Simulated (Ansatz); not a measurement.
Relaxed-ion elastic tensor of GePd (CsCl type, Pm-3m) in GPa (Voigt order), r²SCAN in the plane-wave PAW code Ansatz; density 9.58 g/cm³, 15.51 Å³ per atom.

```
 155   125   125   0.0   0.0   0.0
 125   155   125   0.0   0.0   0.0
 125   125   155   0.0   0.0   0.0
 0.0   0.0   0.0  18.8   0.0   0.0
 0.0   0.0   0.0   0.0  18.8   0.0
 0.0   0.0   0.0   0.0   0.0  18.8
```

Question: Is the crystal mechanically stable?

Answer: Yes: the smallest eigenvalue of C is 18.8 GPa.

Question: Work out the Voigt, Reuss and Hill averages.

Answer: K_V = 135, K_R = 135, K_H = 135; G_V = 17.3, G_R = 17.1, G_H = 17.2 GPa.

Question: Give Young's modulus, Poisson's ratio, Pugh's ratio and the universal anisotropy index.

Answer: E = 9KG/(3K + G) = 49.5 GPa; ν = 0.44; K/G = 7.84 (ductile by the Pugh limit of 1.75); A_U = 5G_V/G_R + K_V/K_R − 6 = 0.06.

Question: Estimate the sound speeds and the Debye temperature.

Answer: v_l = √((K + 4G/3)/ρ) = 4060 m/s, v_t = √(G/ρ) = 1340 m/s, mean 1520 m/s; Θ = (h/k)(3n/4πV)^(1/3) v_m = 182 K.

Question: Give the Zener ratio and Young's modulus along [100], [110] and [111].

Answer: A = 2C44/(C11 − C12) = 1.26; 1/E = S11 − 2(S11 − S12 − S44/2)Γ with Γ = 0, 1/4, 1/3 gives 43.3, 50.9, 54.0 GPa.

Question: Solve the Christoffel equation for the three sound speeds along [100], [110], [111].

Answer: Eigenvalues of C_ijkl n_j n_l equal ρv². In km/s, slowest first: [100] 1.40, 1.40, 4.02; [110] 1.25, 1.40, 4.07; [111] 1.30, 1.30, 4.09.

The cell is a constructed one: a structure type filled with these elements; neither database checked (COD, Materials Project) lists it. COD files the formula under space group No. 62. Whether it is the stable phase at ambient conditions was not checked. Symmetry was held in the r²SCAN relaxation; its stability against distortions is not shown here. No spin polarisation was allowed. As this level gives no gap, shear constants depend on the k-mesh and smearing (Fermi–Dirac, 0.1 eV here).

Potentials: the earlier of the program's two PAW sets.
